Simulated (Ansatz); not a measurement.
# HfGeTe: enthalpy against pressure

HfGeTe, P4/nmm, a = 3.838 Å, c = 8.444 Å. The structure is a COD entry; whether it is the stable form wasn't checked. Ansatz: PBEsol, PAW, 420 eV, Γ-centred 10×10×4 mesh on 6 atoms, Gaussian smearing 0.10 eV; no spin polarisation. Cell and atoms are relaxed at each pressure, and no other structure is tried, so the rows at high pressure may lie past a change of phase. y is the enthalpy over the state at zero pressure; there V0 = 20.730 Å³/atom. The pressures are the targets, met within 0.01 GPa.

| P (GPa) | y (eV/atom) |
| --- | --- |
| -1.0 | -0.1300 |
| 0.0 | 0.0000 |
| 1.0 | 0.1288 |
| 4.0 | 0.5081 |
| 12.0 | 1.4767 |
| 25.0 | 2.9502 |
| 50.0 | ? |
| 90.0 | 9.2712 |

Question: Fit y = c1 P + c2 P² + c3 P³ to the other rows, say what c1 and c2 mean, and predict the missing value.

Answer: Least squares on the rows shown. y = 0.12855 P − 0.00047530 P² + 2.1285×10⁻⁶ P³. Since dH/dP = V, c1 is V0: 0.12855 eV/GPa × 160.2 = 20.594 Å³ against 20.730; c2 = −V0/(2B0) gives B0 = 135 GPa, where a Birch–Murnaghan fit to the volumes of the same runs (not shown) gives 103 GPa: a cubic over this range folds the higher terms into c2. Above P = −c2/(3 c3) = 74 GPa the cubic's slope, the volume, would rise with pressure, so the form fails there. At P = 50.0 the fit asked for gives 5.5053 eV/atom. The run gave 5.5438 eV/atom, so the fit is 0.0385 eV/atom too low, 0.41 % of the span of the series, against an rms of 0.0009 eV/atom on the fitted rows. With a term in P⁴ added, a fit to the same known rows predicts 5.5815 eV/atom, which misses by about as much or more on the other side: the known rows don't fix the higher terms.

The mesh isn't the same in all rows (10×10×4, 10×10×6). Spin–orbit coupling is left out, which can shift energies with elements as heavy as these.